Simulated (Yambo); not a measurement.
## MoS2 monolayer: sweep of GW parameters

G0W0@LDA for a free-standing MoS2 monolayer (symmetry P-6m2, slab cell 16.1 Å high) in Yambo. Reference settings: 9×9×1 Γ-centred k mesh, bands 2 to 79 and a 6 Ry block in the screening, 79 bands in G with the Bruneval-Gonze terminator, plasmon pole fitted at 27.2 eV, slab-truncated Coulomb interaction, stochastic integration of W near q = 0. The LDA gap K → K on this mesh is 1.86 eV; G0W0 gaps are taken between the same points.

```csv
change from the reference,G0W0 gap K → K (eV),shift of the valence edge (eV),rough Yambo cost
reference settings,2.71,0.04,1
"45 bands in W, 45 bands in G",2.72,0.21,about 1/2
wavefunctions cut at 50 Ry,2.71,0.04,about 1/3
"21 bands in W, 21 bands in G, 4 Ry block",2.75,0.60,about 1/6
"21 bands in W, 21 bands in G, 3 Ry block",2.73,0.63,about 1/6
"32 bands in W, 32 bands in G, 5 Ry block",2.71,0.34,about 1/3
"45 bands in W, 45 bands in G, 4 Ry block",2.74,0.27,about 1/3
"62 bands in W, 62 bands in G, 3 Ry block",2.71,0.24,within a factor of two
3 Ry block,2.70,0.18,within a factor of two
6×6×1 mesh,2.67,0.08,about 1/3
"21 bands in W, 21 bands in G, 3 Ry block, no terminator",2.82,1.02,about 1/7
"21 bands in W, 21 bands in G, no terminator",2.84,1.02,about 1/6
"32 bands in W, 32 bands in G, 3 Ry block, no terminator",2.78,0.79,about 1/4
"3 Ry block, no terminator",2.75,0.38,within a factor of two
"62 bands in W, 62 bands in G, no terminator",2.79,0.46,within a factor of two
```

The reference isn't shown to be the converged limit. Costs are rough (shared machines), scaled to the same edge states, and given only for runs that recompute the screening.

Spin-orbit splittings are left out.

Geometry relaxed with LDA; primitive cell a = 3.1203 Å, b = 3.1203 Å, c = 16.1000 Å, α = 90.00°, β = 90.00°, γ = 120.00°.

A shift is the quasiparticle energy of the state minus its LDA energy.
